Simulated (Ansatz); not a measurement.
An Ansatz (an electronic-structure program) run. Input:

Ansatz 0.2 input:
```yaml
crystal:
  lattice:
    - [4.4155068022, 0.0, 0.0]
    - [0.0, 4.4155068022, 0.0]
    - [0.0, 0.0, 4.4155068022]
  atoms:
    - { symbol: In, position: [0.0, 0.0, 0.0] }
    - { symbol: N, position: [0.5, 0.5, 0.5] }
    - { symbol: Sc, position: [0.5, 0.5, 0.0] }
    - { symbol: Sc, position: [0.0, 0.5, 0.5] }
    - { symbol: Sc, position: [0.5, 0.0, 0.5] }
kpoints:
  mp_grid: { grid: [7, 7, 7] }
  band_path:
    path:
      - [[0.0, 0.0, 0.0], [0.0, 0.5, 0.0], [0.5, 0.5, 0.0], [0.0, 0.0, 0.0], [0.5, 0.5, 0.5], [0.0, 0.5, 0.0]]  # Γ-X-M-Γ-R-X
      - [[0.5, 0.5, 0.5], [0.5, 0.5, 0.0]]  # R-M
    npoints: 12
basis: { xc_grid: 2 }
hamiltonian:
  xc: pbesol
  pseudopotentials: { kind: paw }
magnetization: { noncollinear: true, spin_orbit: true }
scf:
  n_extra_bands: 13
  convergence: { dr2_threshold: 0.0000000001 }
  occupations: { method: gaussian, width: 0.05 }
output: { eigenvalues: true }
```

Output (shortened):

```
Pseudopotential: In, paw_fr, valence charge 13
Pseudopotential: N, paw_fr, valence charge 5
Pseudopotential: Sc, paw_fr, valence charge 11
Functional definition: PBEsol
non-collinear run that drives no moment, with spin-orbit …
Crystal: 5 atoms, lattice volume = 86.088 Å³
Basis set: ecut = 420 eV, 1743 PW (Γ), exchange–correlation on 60×60×60 points (8 copies of the dense FFT grid, shifted against one another)
Bands: 64, of which v1, the nominal top of the filled ones, is band 51 counted from 1 (50 counted from 0)
Symmetry: 48 space group operations + 48 with time reversal
k-points: 20 of 343
Projection manifold: j_resolved (fully-relativistic pseudo-atomic orbitals)
SCF iter   1: F=—  HF=-12246.413607 eV  |F-HF|=—  |Δ(HF+E_count)|=         —  Δρ=2.96e-2  dr2=8.33e-1  dr2_m=0.00e0 (ungated)  ethr=3.10e-3  |M|=0.00e0 ∫|m|=0.00e0 μB  |m|>n=0.0e0 m-floor=0.0e0 τ_xc=0.0e0  β_m=0.30  ⟨swp⟩=5.7  Hψ=2940  notcnv=0  defer=4
preconditioner: auto → Resta (q_TF=auto, 2.500 Å⁻¹)
spin=Noncollinear: Resta preconditioning applied to the charge; magnetization (m_x, m_y, m_z) channels mix plain (no charge-response kernel on spin).
SCF iter   2: F=—  HF=-12246.248656 eV  |F-HF|=—  |Δ(HF+E_count)|=   1.65e-1  Δρ=2.03e-2  dr2=3.33e-1  dr2_m=0.00e0 (ungated)  ethr=1.63e-3  |M|=0.00e0 ∫|m|=0.00e0 μB  |m|>n=0.0e0 m-floor=0.0e0 τ_xc=0.0e0  β_m=0.54  ⟨swp⟩=2.0  Hψ=1046  notcnv=0  defer=68
SCF iter   3: F=—  HF=-12246.194756 eV  |F-HF|=—  |Δ(HF+E_count)|=   5.39e-2  Δρ=6.35e-3  dr2=1.99e-2  dr2_m=0.00e0 (ungated)  ethr=6.53e-4  |M|=0.00e0 ∫|m|=0.00e0 μB  |m|>n=0.0e0 m-floor=0.0e0 τ_xc=0.0e0  β_m=0.72  ⟨swp⟩=2.2  Hψ=929  notcnv=0  defer=102
SCF iter   4: F=—  HF=-12246.197043 eV  |F-HF|=—  |Δ(HF+E_count)|=   2.29e-3  Δρ=1.72e-3  dr2=2.43e-3  dr2_m=0.00e0 (ungated)  ethr=3.91e-5  |M|=0.00e0 ∫|m|=0.00e0 μB  |m|>n=0.0e0 m-floor=0.0e0 τ_xc=0.0e0  β_m=0.64  ⟨swp⟩=2.0  Hψ=853  notcnv=0  defer=114
SCF iter   5: F=—  HF=-12246.196707 eV  |F-HF|=—  |Δ(HF+E_count)|=   3.36e-4  Δρ=4.59e-4  dr2=1.73e-4  dr2_m=0.00e0 (ungated)  ethr=4.76e-6  |M|=0.00e0 ∫|m|=0.00e0 μB  |m|>n=0.0e0 m-floor=0.0e0 τ_xc=0.0e0  β_m=0.73  ⟨swp⟩=2.0  Hψ=844  notcnv=0  defer=114
SCF iter   6: F=—  HF=-12246.196725 eV  |F-HF|=—  |Δ(HF+E_count)|=   1.80e-5  Δρ=1.33e-4  dr2=1.20e-5  dr2_m=0.00e0 (ungated)  ethr=3.39e-7  |M|=0.00e0 ∫|m|=0.00e0 μB  |m|>n=0.0e0 m-floor=0.0e0 τ_xc=0.0e0  β_m=0.76  ⟨swp⟩=2.0  Hψ=908  notcnv=0  defer=108
SCF iter   7: F=—  HF=-12246.196724 eV  |F-HF|=—  |Δ(HF+E_count)|=   6.12e-7  Δρ=2.13e-5  dr2=3.97e-7  dr2_m=0.00e0 (ungated)  ethr=2.35e-8  |M|=0.00e0 ∫|m|=0.00e0 μB  |m|>n=0.0e0 m-floor=0.0e0 τ_xc=0.0e0  β_m=0.88  ⟨swp⟩=3.0  Hψ=1109  notcnv=0  defer=108
SCF iter   8: F=—  HF=-12246.196725 eV  |F-HF|=—  |Δ(HF+E_count)|=   9.84e-7  Δρ=4.15e-6  dr2=1.26e-8  dr2_m=0.00e0 (ungated)  ethr=7.79e-10  |M|=0.00e0 ∫|m|=0.00e0 μB  |m|>n=0.0e0 m-floor=0.0e0 τ_xc=0.0e0  β_m=0.94  ⟨swp⟩=2.0  Hψ=749  notcnv=0  defer=108
SCF iter  10: F=-12246.196725 eV  HF=-12246.196725 eV  |F-HF|=3.64e-12  |Δ(HF+E_count)|=  4.18e-11  Δρ=7.25e-8  dr2=4.56e-12  dr2_m=0.00e0 (ungated)  ethr=1.00e-12  |M|=0.00e0 ∫|m|=0.00e0 μB  |m|>n=0.0e0 m-floor=0.0e0 τ_xc=0.0e0  ⟨swp⟩=9.8  Hψ=1836  notcnv=0
SCF 1 converged in 10 iterations: F = -12246.196725 eV  dr2 = 4.56e-12
NSCF: frozen V_eff on 74 k-points
SCF converged after 10 iterations
Magnetization: |M| = 0.0000 μB,  M = (+0.0000, +0.0000, +0.0000) μB
Absolute magnetization: 0.0000 μB (∫|m|)
  site 0: m = (+0.0000, +0.0000, +0.0000) μB, |m| = 0.0000 μB  (R = 1.29 Å)
  site 1: m = (+0.0000, +0.0000, +0.0000) μB, |m| = 0.0000 μB  (R = 0.91 Å)
  site 2: m = (+0.0000, +0.0000, +0.0000) μB, |m| = 0.0000 μB  (R = 0.91 Å)
  site 3: m = (+0.0000, +0.0000, +0.0000) μB, |m| = 0.0000 μB  (R = 0.91 Å)
  site 4: m = (+0.0000, +0.0000, +0.0000) μB, |m| = 0.0000 μB  (R = 0.91 Å)
Free energy (F): -12246.196725 eV
Harris-Foulkes:  -12246.196725 eV  (|F-HF|=3.64e-12)
Internal energy: -12246.192881 eV  (E = F + TS)
E sigma→0 (E₀):  -12246.194803 eV
Entropy (-TS):   -0.003844 eV (-0.769 meV/atom)
Fermi energy:    12.357827 eV
--- Per-component energies (eV) ---
  E_band       = -383.663341
  E_kinetic    = 1165.443967
  E_local      = -3384.557026  (includes V_loc(G=0)·N_el)
  E_nonlocal   = 662.366928
  E_hartree    = 1205.384646
  E_xc         = -588.802895
  E_vxc        = -569.261275  (∫ρ·V_xc dr)
  E_paw        = -7003.595143  (= ΣΔE_a)
  E_vpaw       = -668.425377  (= ΣTr[D̂ρ^β])
  E_aug_tail   = 0.000136  (compensation charges beyond the density's cutoff)
  E_ewald      = -4303.089013
  E_core_change = 0.655519  (= ΣΔE_core)
  E_smearing   = -0.003844  (= −TS)
  E_closure    = 0.000000  (closes the sum)
  Σ components = -12246.196725   (vs F -12246.196725, Δ=0.00e0)
  [band-id]    e_kinetic+e_local+e_nonlocal+2·e_hartree+e_vxc+e_vpaw+e_augmentation_tail = -383.663355   (vs E_band -383.663341, Δ=-1.41e-5)
--- Band table (eV; the first three rows and the last of 20) ---
  k-point 0: bands = ["-36.8661", "-36.8661", "-36.7512", "-36.7512", "-36.7512", "-36.7512", "-16.0411", "-16.0411", "-16.0411", "-16.0411", "-15.7965", "-15.7965", "-15.5745", "-15.5745", "-15.4847", "-15.4847", "-15.4847", "-15.4847", "-15.3740", …
  k-point 1: bands = ["-36.8610", "-36.8610", "-36.7562", "-36.7562", "-36.7512", "-36.7512", "-16.0371", "-16.0371", "-16.0274", "-16.0274", "-15.7976", "-15.7976", "-15.5753", "-15.5753", "-15.4858", "-15.4858", "-15.4796", "-15.4796", "-15.3776", …
  k-point 2: bands = ["-36.8473", "-36.8473", "-36.7697", "-36.7697", "-36.7510", "-36.7510", "-16.0279", "-16.0279", "-15.9893", "-15.9893", "-15.8105", "-15.8105", "-15.5750", "-15.5750", "-15.4793", "-15.4793", "-15.4645", "-15.4645", "-15.3891", …
  k-point 19: bands = ["-36.7923", "-36.7923", "-36.7866", "-36.7866", "-36.7866", "-36.7866", "-16.1890", "-16.1890", "-15.9738", "-15.9738", "-15.9699", "-15.9699", "-15.6018", "-15.6018", "-15.4974", "-15.4974", "-15.3438", "-15.3438", "-15.3360", …
```

Cost: about 60 core-seconds (a rough figure) on shared cores.

Space group Pm-3m (anti-perovskite). The workflow started from an entry of the Crystallography Open Database (COD). Whether it is the stable phase at ambient conditions was not checked. The PBEsol relaxation kept the symmetry of its start; whether a distortion lowers the energy is not shown. The run is not spin-polarised.

Potentials: the later of the program's two PAW sets.

Ansatz is a plane-wave DFT program.
